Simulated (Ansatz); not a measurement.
# Nb: energy along a strain

Nb, Im-3m, a = 3.328 Å (as given, not relaxed at this level: -8.5 GPa). Ansatz: PBEsol, PAW, 420 eV, Γ-centred 20×20×20 mesh on 1 atom, Gaussian smearing 0.15 eV; no spin polarisation. Cell vectors (Å): -1.664 1.664 1.664; 1.664 -1.664 1.664; 1.664 1.664 -1.664. The cell is strained by x per cent times the pattern (0 0 0 1 0 0) in the order xx yy zz yz xz xy (engineering shears), with fractional coordinates held. y is the free energy over the start, V0 = 18.428 Å³/atom. Symmetry makes y even in x. Points with a strain past 8.5 % were computed too (2) and aren't used here.

| x (%) | y (meV/atom) |
| --- | --- |
| -5.00 | 0.95 |
| 0.00 | 0.00 |
| 1.25 | ? |
| 2.50 | 0.29 |
| 3.75 | 0.60 |
| 6.25 | 1.43 |
| 7.50 | 2.21 |

Fit y = c2 x² + c4 x⁴ to the other rows, get the stiffness along the pattern, and predict the missing energy.

Least squares on the rows shown. y = 0.03792 x² + 1.432×10⁻⁵ x⁴. The clamped-ion stiffness p·C·p = 2 × 0.3792 eV × 160.2 / 18.428 Å³ = 6.6 GPa, which is C44 in these axes (second derivative at the start, which stands under stress). With a term in x⁶ added, the coefficient of x² becomes 0.05059, 33 % more, which shows how far this figure hangs on the form. At x = 1.25 the fit asked for gives 0.06 meV/atom. The run gave 0.08 meV/atom, so the fit is 0.02 meV/atom too low, within the rms miss on the fitted rows (0.05 meV/atom).